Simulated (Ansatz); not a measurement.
Total density of states per atom from DFT-PBE+D3(BJ) in the program Ansatz with PAW potentials, in 0.25 eV bins, energy from the Fermi level:

```
E (eV) | states/eV/atom
    -7.85 |  0.00
    -7.60 |  0.00
    -7.35 |  0.00
    -7.10 |  0.00
    -6.85 |  0.00
    -6.60 |  0.00
    -6.35 |  0.00
    -6.10 |  0.00
    -5.85 |  0.00
    -5.60 |  0.00
    -5.35 |  0.00
    -5.10 | ###### 0.28
    -4.85 | ######################## 1.22
    -4.60 | ######################## 1.22
    -4.35 | ################# 0.85
    -4.10 | ############### 0.77
    -3.85 | ################### 0.98
    -3.60 | ##################### 1.07
    -3.35 | ####################### 1.16
    -3.10 | ################ 0.80
    -2.85 | ########## 0.52
    -2.60 | ############# 0.69
    -2.35 | ######################## 1.24
    -2.10 | ########################### 1.36
    -1.85 | ############# 0.68
    -1.60 | ######### 0.45
    -1.35 | ################# 0.86
    -1.10 | ######################## 1.23
    -0.85 | ############################ 1.45
    -0.60 | ######################### 1.28
    -0.35 | ######################### 1.29
    -0.10 | ############# 0.64
     0.15 | ######### 0.44
     0.40 | # 0.07
     0.65 | # 0.05
     0.90 | # 0.05
     1.15 | # 0.05
     1.40 | ########### 0.55
     1.65 | ############ 0.61
     1.90 | ############################## 1.53
     2.15 | ##################### 1.05
     2.40 | ######## 0.39
     2.65 | ################### 0.98
     2.90 | ################### 0.98
     3.15 | ################## 0.90
     3.40 | ################### 0.95
     3.65 | ######################## 1.22
     3.90 | ##################### 1.09
     4.15 | ############# 0.66
     4.40 | ######### 0.44
     4.65 | ### 0.15
```

Q: Pick the material that matches.
A) Bi2Se3, R-3m (Bi on 6c, Se on 3a, Se on 6c)
B) MoSe, P6_3/mcm (Mo on 6g, Se on 6g)
C) Ge2Sb2TeSe4, P-3m1 (Pearson symbol hP9)
D) MoS2, P6_3/mmc (Mo on 2b, S on 4f)

A: B, MoSe, P6_3/mcm (Mo on 6g, Se on 6g). Within 0.5 eV of the Fermi level: Mo 4d 58 %, Se 4p 39 %. Projections are on Löwdin-orthogonalised atomic valence shells; empty p or d shells of many metals are not among them.

The start of the workflow was typed in or built on a structure type; neither database checked (COD, Materials Project) lists it. Its standing as an ambient phase is unchecked. Symmetry was held in the PBE+D3(BJ) relaxation; whether a distortion lowers the energy is not shown. The workflow began spin-polarised and lost its moments. Spin–orbit coupling is left out wherever it is not named.

Potentials: the earlier of the program's two PAW sets.
